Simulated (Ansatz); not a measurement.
Trial structure of Tb₄S, not yet relaxed:

Space group Im-3m (No. 229). a = 6.368 Å, b = 6.368 Å, c = 6.368 Å, α = 90.00°, β = 90.00°, γ = 90.00°
```
atom  site  symmetry       x       y       z
  Tb    8c      .-3m  0.2500  0.2500  0.7500
   S    2a      m-3m  0.0000  0.0000  0.0000
```

Computed with Ansatz 0.2.0, DFT PBE, scalar-relativistic, plane waves, PAW, and for the lanthanide a 4f-in-core norm-conserving potential. Settings: cutoff 690 eV, Γ-centred mesh 4×4×4 on the computed 5-atom cell, Gaussian smearing of 0.10 eV; no spin polarisation.

The zero of energy is the elements' standard structures at the same level; no fitted shifts are applied.

**Question.** What does a single point on this coarse mesh give?

**Answer.** The pressure is 6.3 GPa (it wants to expand), the largest force is 0.00 eV/Å (symmetry fixes the atoms), and the energy is −0.20 eV/atom against the elements. The shortest distance is 2.76 Å.

**Question.** Is it a good guess?

**Answer.** A fair one: relaxing gains under 0.1 eV/atom (the start's value is from the coarse mesh, so the gain is rough) in 8 ionic steps and ends at −0.25 eV/atom on the finer mesh. The symmetry stays Im-3m (No. 229). The volume per atom grows by 11.3 %, from 25.8 to 28.7 Å³. The shortest distance goes from 2.76 Å (Tb–S) to 2.86 Å (Tb–S). Conventional cell: a = 6.600 Å. Tb has 2 S at 2.86 Å and 6 Tb at 3.30 Å; S has 8 Tb at 2.86 Å.

The last run used an 8×8×8 mesh for its 5-atom cell and Gaussian smearing of 0.10 eV. The reference form of S is held partly by dispersion forces, which this level lacks. The relaxation can't lower the symmetry of the start, and the grade says only how near the guess is to its own end. A structure relaxed within its symmetry needn't be a true minimum. Another cell of Tb4S relaxed alike, in Pm-3m, lies 0.41 eV/atom lower, so this cell isn't the stable form at this level.

The lanthanide is trivalent by construction, without f bands, f moments or other valences. The reference runs of the other elements, and any phases without the lanthanide, used 420 eV, which shifts energies against them by under 10 meV/atom. The lanthanide's reference is the lowest of its hcp, dhcp and fcc cells.
